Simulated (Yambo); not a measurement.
BSE-type run in Yambo on GeO2 (rutile, space group P4_2/mnm, No. 136), at zero momentum.

Quantum ESPRESSO step (PBE, PseudoDojo standard norm-conserving files, scalar-relativistic):
```
&CONTROL
  calculation = 'nscf'
  pseudo_dir = './pseudo'
  outdir = './out'
/
&SYSTEM
  ibrav = 0
  nat = 6
  ntyp = 2
  ecutwfc = 84.0
  ecutrho = 336.0
  occupations = 'fixed'
  force_symmorphic = .true.
  nbnd = 50
/
&ELECTRONS
  conv_thr = 6.000000000000001e-09
  diago_full_acc = .true.
  diago_thr_init = 1e-08
/
ATOMIC_SPECIES
O 15.9990 O.upf
Ge 72.6300 Ge.upf
CELL_PARAMETERS angstrom
  4.423013886000   0.000000000000   0.000000000000
  0.000000000000   4.423013886000   0.000000000000
  0.000000000000   0.000000000000   2.883534622000
ATOMIC_POSITIONS crystal
O   0.693657702600   0.693657702600   0.000000000000
O   0.306342297400   0.306342297400   0.000000000000
O   0.806342297400   0.193657702600   0.500000000000
O   0.193657702600   0.806342297400   0.500000000000
Ge   0.500000000000   0.500000000000   0.500000000000
Ge   0.000000000000   0.000000000000   0.000000000000
K_POINTS automatic
6 6 10 0 0 0
```

Yambo input:
```
rim_cut
optics
bse
bss
dipoles
RandQpts= 1000000
RandGvec= 1 Ry
FFTGvecs= 40 Ry
BSKmod= "HARTREE"
BSEmod= "resonant"
BSSmod= "hs"
BSENGexx= 15 Ry
% KfnQP_E
 1.693 | 1.0 | 1.0 |
%
% BSEQptR
 1 | 1 |
%
% BSEBands
 18 | 28 |
%
% BEnRange
 0.0 | 9.7 | eV
%
% BDmRange
 0.15 | 0.15 | eV
%
BEnSteps= 194
% BLongDir
 1.0 | 0.0 | 0.0 |
%
BSHayTrs= -0.02
BSSNEig= 24
WRbsWF
```

From the report:

The dimension is k points × valence × conduction bands = 360 × 9 × 2 = 6480.
```
  [SLEPC] Approach                          : Krylov-Schur
  [SLEPC] Number of requested eigenvalues   :  24
  [SLEPC] Number of eigenvalues        [NEV]:  24
   [K] Dimension                                    :   6480
   [K] Bands                                        :  18  28
   [K] Exchange res                                 : yes
   [K] Correlation res                              : no
   [K] W interaction is bare                        : no
   [K] RL vectors exchange                          :   407
```

Bands and orbitals come from the standard potentials; the scissor and the G0W0 gaps come from a run at the same geometry on the stringent ones, which hold whole semicore shells in the valence.

Spin-orbit coupling is not included.

Geometry relaxed with PBEsol.
